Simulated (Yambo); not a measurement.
Yambo run on Cs₂SiF₆ (space group Fm-3m, No. 225). The wavefunctions are PBEsol (Quantum ESPRESSO, PseudoDojo norm-conserving, 84 Ry, scalar-relativistic) ones on a 2×2×2 mesh (32 occupied bands); a = b = c = 6.242 Å, α = β = γ = 60.00°.

Yambo input:

```
rim_cut
gw0
dyson
el_el_corr
HF_and_locXC
cohsex
em1s
RandQpts= 1000000
RandGvec= 1 Ry
EXXRLvcs= 84 Ry
VXCRLvcs= 336 Ry
Chimod= "HARTREE"
% BndsRnXs
 1 | 317 |
%
NGsBlkXs= 8 Ry
% LongDrXs
 1.0 | 1.0 | 1.0 |
%
ExtendOut
% QPkrange
 1 | 1 | 32 | 33 |
%
```

k points by index: 1 = Γ.

Table of the .qp output:

```
#    K-point    Band    Eo [eV]    E [eV]    E-Eo [eV]    Vxc [eV]    Vnlxc [eV]    Sc|Eo [eV]    Re(Z)    Im(Z)
#
    1    32    0.000000    -4.695025    -4.695025    -22.82235    -30.78908    3.271705    1.000000    0.000000
    1    33    7.260216    7.710815    0.450599    -8.096349    -4.090984    -3.554767    1.000000    0.000000
```
(The two width columns are left out.) Convergence of these settings isn't established.

Geometry of the Materials Project entry, not relaxed at this level.
